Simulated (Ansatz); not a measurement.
Given:

InPd:
```cif
data_InPd
_chemical_formula_sum 'In1 Pd1'
_space_group_name_H-M_alt 'P 1'
_space_group_IT_number 1
_cell_length_a 3.24694
_cell_length_b 3.24694
_cell_length_c 3.24694
_cell_angle_alpha 90.000
_cell_angle_beta 90.000
_cell_angle_gamma 90.000
loop_
_space_group_symop_operation_xyz
  'x, y, z'
loop_
_atom_site_label
_atom_site_type_symbol
_atom_site_fract_x
_atom_site_fract_y
_atom_site_fract_z
_atom_site_occupancy
In1 In 0.50000 0.50000 0.50000 1
Pd1 Pd 0.00000 0.00000 0.00000 1
```

This is the PBEsol-relaxed structure.

**Question.** All from PBEsol (plane waves, PAW; program Ansatz), unless another level is named. Predict the Debye temperature from the elastic constants.

**Answer.** 233 K.

**Question.** Predict the highest zone-centre frequency.

**Answer.** 145 cm⁻¹.

Space group Pm-3m (CsCl type). The PBEsol relaxation kept the symmetry of its start. The run is not spin-polarised. As this level gives no gap, shear constants depend on the k-mesh and smearing (Fermi–Dirac, 0.1 eV here). As this level gives no gap, phonon frequencies hold no LO–TO term and depend on the k-mesh and smearing (Fermi–Dirac, 0.1 eV here).

Potentials: the earlier of the program's two PAW sets. The files were generated under PBE; for other functionals the program regenerates the frozen cores, and for LDA and PBEsol the local potential too.
